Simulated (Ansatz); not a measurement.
An Ansatz (a program for electronic structure) input:

Ansatz 0.2 input:
```yaml
crystal:
  lattice:
    - [0.0, 5.6721748449, 5.6721748449]
    - [5.6721748449, 0.0, 5.6721748449]
    - [5.6721748449, 5.6721748449, 0.0]
  atoms:
    - { symbol: Cs, position: [0.25, 0.25, 0.25] }
    - { symbol: Cs, position: [0.75, 0.75, 0.75] }
    - { symbol: Ag, position: [0.5, 0.5, 0.5] }
    - { symbol: Bi, position: [0.0, 0.0, 0.0] }
    - { symbol: Br, position: [0.7481655974, 0.2518344026, 0.2518344026] }
    - { symbol: Br, position: [0.2518344026, 0.7481655974, 0.7481655974] }
    - { symbol: Br, position: [0.2518344026, 0.7481655974, 0.2518344026] }
    - { symbol: Br, position: [0.7481655974, 0.2518344026, 0.7481655974] }
    - { symbol: Br, position: [0.2518344026, 0.2518344026, 0.7481655974] }
    - { symbol: Br, position: [0.7481655974, 0.7481655974, 0.2518344026] }
kpoints:
  mp_grid: { grid: [3, 3, 3] }
hamiltonian:
  xc: hse06
  pseudopotentials: { kind: paw }
scf:
  n_extra_bands: 10
  occupations: { method: fixed }
output:
  eigenvalues: true
  eigenstates:
    e_range: [-9.0, 10.5]
    kpoints:
      - [0.0, 0.5, 0.5]  # VBM
      - [0.0, 0.0, 0.5]  # CBM
      - [0.0, 0.0, 0.0]  # GAMMA
      - [0.5, 0.0, 0.5]  # X
      - [0.5, 0.5, 0.5]  # L
      - [0.5, 0.25, 0.75]  # W
      - [0.375, 0.375, 0.75]  # K
      - [0.625, 0.25, 0.625]  # U
```

### Question
How many symmetry operations and irreducible k-points will the run report?

### Answer
48 operations, 4 of 27 k-points.

### Question
With a cutoff of 420 eV, how many plane waves at Γ?

### Answer
7119.

It took roughly 17 core-minutes on shared server cores.

The points marked VBM and CBM come from a semilocal run.

Space group Fm-3m. The r²SCAN relaxation kept the symmetry of its start. The run is not spin-polarised. Spin–orbit coupling is left out wherever it is not named.

Potentials: the later of the program's two PAW sets.

Ansatz is a plane-wave DFT program.
